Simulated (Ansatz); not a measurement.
BaO:
```
CELL_PARAMETERS angstrom
      0.00000     2.78706     2.78706
      2.78706     0.00000     2.78706
      2.78706     2.78706     0.00000
ATOMIC_POSITIONS crystal
  Ba 0.00000 0.00000 0.00000
  O  0.50000 0.50000 0.50000
```

Relaxed with PBE. Special points in fractions of this cell's reciprocal vectors: Γ (0.000, 0.000, 0.000); X (0.500, 0.000, 0.500); U (0.625, 0.250, 0.625); K (0.375, 0.375, 0.750); L (0.500, 0.500, 0.500); W (0.500, 0.250, 0.750).

### Question
List the band energies nearest the valence-band maximum at these points for DFT-PBE with spin–orbit coupling in the program Ansatz with PAW potentials.

### Answer
In eV from the valence-band maximum; about four levels below and three above (degenerate sets whole), none deeper than 8.9 eV; points with the same levels are listed once.

| k | below | above |
|---|---|---|
| Γ | -0.41 -0.41 -0.41 -0.41 | 3.48 3.48 4.68 4.68 4.68 4.68 |
| X | -0.16 -0.16 0.00 0.00 | 2.06 2.06 5.91 5.91 |
| U | -0.75 -0.75 -0.17 -0.17 | 3.40 3.40 6.30 6.30 |
| L | -1.44 -1.44 -1.43 -1.43 | 4.90 4.90 7.05 7.05 |
| W | -0.34 -0.34 -0.15 -0.15 | 4.49 4.49 4.50 4.50 |

Space group Fm-3m (rock salt). Symmetry was held in the PBE relaxation.

Potentials: the earlier of the program's two PAW sets.
